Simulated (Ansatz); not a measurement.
Input:

VGe:
```
VGe
1.0
    2.92791     0.00000     0.00000
   -1.46395     2.53564     0.00000
    0.00000     0.00000     7.84977
V Ge
2 2
Cartesian
  0.00000   0.00000   0.00000
  0.00000   0.00000   3.92488
  0.00000   1.69043   1.96244
  1.46395   0.84521   5.88733
```

This is the PBE-relaxed structure.

### Question
All from the program Ansatz at the PBE level (PAW), unless another level is named. Estimate the electronic character.

### Answer
metallic (no gap).

### Question
Predict the density of states at the Fermi level.

### Answer
0.83 states/eV per atom (mean over ±0.08 eV).

### Question
And the formation energy from the elements (no fitted shifts)?

### Answer
-0.16 eV/atom.

Space group P6_3/mmc (NiAs type). A made-up cell: these elements were put on the sites of a structure type; neither database checked (COD, Materials Project) lists it. Its standing as an ambient phase is unchecked. Symmetry was held in the PBE relaxation; its stability against distortions is not shown here. The workflow began spin-polarised and lost its moments. The references are the lowest solids computed at this level, not always the standard phases. Scalar-relativistic: spin–orbit coupling is off unless named, which matters more the heavier the elements.

Potentials: the later of the program's two PAW sets.
